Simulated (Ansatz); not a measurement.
A geometry of Bi2Se3 away from equilibrium: step 2 of the relaxation of a generated cell, Bi2Se3 placed in the AFLOW prototype A3B2_hP5_164_ad_d (D5_13, as in Al3Ni2). Level of theory: PBE (plane waves to 420 eV, PAW, scalar-relativistic; Ansatz, a program for electronic structure). Γ-centred k-mesh 5×5×4 on the run's cell (coarser than for final values), Fermi–Dirac smearing 0.05 eV.

```yaml
crystal:
  lattice:
    - [5.14101, 0.00000, 0.00000]
    - [-2.57050, 4.45224, 0.00000]
    - [0.00000, 0.00000, 6.22010]
  atoms:
    - { symbol: Se, position: [0.00000, 0.00000, 0.00000] }
    - { symbol: Se, position: [0.33333, 0.66667, 0.67115] }
    - { symbol: Se, position: [0.66667, 0.33333, 0.32885] }
    - { symbol: Bi, position: [0.33333, 0.66667, 0.18032] }
    - { symbol: Bi, position: [0.66667, 0.33333, 0.81968] }
```

### Question
Which atoms carry the largest force, and which way does it point?

### Answer
0.88 eV/Å, on Bi4, Bi5 (atoms numbered as listed); on Bi5 its components are (0.00, 0.00, -0.88).

### Question
What is the pressure?

### Answer
-0.5 GPa, compression positive.

### Question
How far above the relaxed end point is this geometry?

### Answer
0.29 eV/atom; the path ends in P-3m1 (No. 164).

No spin polarisation in the result.

The run could not lose the symmetry of its start: the end is stationary, and may be a saddle point rather than a minimum.

The end of the path is a generated cell of Bi2Se3: the first start was made by placing the elements on the sites of a structure type, and the end was not matched to a known phase here, so it may be hypothetical. Known forms of Bi2Se3 include space group No. 166.
